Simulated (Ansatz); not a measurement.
BaTiO3 (started from an entry of an open crystallographic database), relaxed with r2SCAN: 5 runs in Ansatz 0.2.0, each a construction of maximally localised Wannier functions. Space group P4mm (No. 99), tetragonal; a = 3.972 Å, c = 4.112 Å in the conventional setting, 12.98 Å³ an atom. Around Ba lie 12 O at 2.79–2.92 Å; around Ti lie 6 O at 1.82–2.29 Å; around O lie 2 Ti at 1.82–2.29 Å and 4 Ba at 2.81 Å; around O lie 2 Ti at 1.99 Å and 4 Ba at 2.79–2.92 Å. No spin polarisation and no zero-point or thermal motion.

```
CELL_PARAMETERS angstrom
3.97237 0.00000 0.00000
0.00000 3.97237 0.00000
0.00000 0.00000 4.11223
ATOMIC_POSITIONS crystal
Ba 0.00000 0.00000 0.99564
Ti 0.50000 0.50000 0.47753
O 0.50000 0.50000 0.03455
O 0.50000 0.00000 0.51764
O 0.00000 0.50000 0.51764
```

Windows count from the top of the filled bands; a dash means that no such window was set (without an outer window there is no disentanglement). Rows marked drawn have settings drawn at random (some not listed).

| functional | SCF mesh | trial orbitals | functions | mesh | window (eV) | frozen (eV) | settings | Ω total (Å²) | Ω invariant (Å²) | largest spread (Å²) | least projectability | interpolation miss of the model's filled bands (eV, to the nearest computed level) |
| --- | --- | --- | --- | --- | --- | --- | --- | --- | --- | --- | --- | --- |
| PBE | 6×6×6 | O s, O p | 12 | 4×4×4 | – | – | chosen | 13.44 | 12.13 | 1.35 | 0.78 | 0.045 |
| PBE | 6×6×6 | O p | 9 | 4×4×4 | – | – | chosen | 12.48 | 12.31 | 1.49 | 0.78 | 0.046 |
| r2SCAN | 6×6×6 | O s, O p | 12 | 4×4×4 | – | – | chosen | 12.94 | 11.64 | 1.29 | 0.78 | 0.039 |
| PBE | 6×6×6 | Ti d, O p (plain search) | 14 | 4×4×4 | -10.0 to +10.9 | -6.0 to +2.9 | drawn | 13.39 | 13.15 | 1.21 | 0.67 | 0.014 |

Task: Estimate from these rows what the further settings give.

| functional | SCF mesh | trial orbitals | functions | mesh | window (eV) | frozen (eV) | settings |
| --- | --- | --- | --- | --- | --- | --- | --- |
| PBE | 6×6×6 | O s, O p | 12 | 6×6×6 | – | – | chosen |

Result:

| functional | SCF mesh | trial orbitals | functions | mesh | window (eV) | frozen (eV) | settings | Ω total (Å²) | Ω invariant (Å²) | largest spread (Å²) | least projectability | interpolation miss of the model's filled bands (eV, to the nearest computed level) |
| --- | --- | --- | --- | --- | --- | --- | --- | --- | --- | --- | --- | --- |
| PBE | 6×6×6 | O s, O p | 12 | 6×6×6 | – | – | chosen | 14.06 | 12.77 | 1.42 | 0.78 | 0.010 |

For O s, O p with PBE the spread goes 13.44 Å² (4×4×4), 14.06 Å² (6×6×6): finite differences on a coarse mesh understate it.

Spin-orbit coupling is left out.
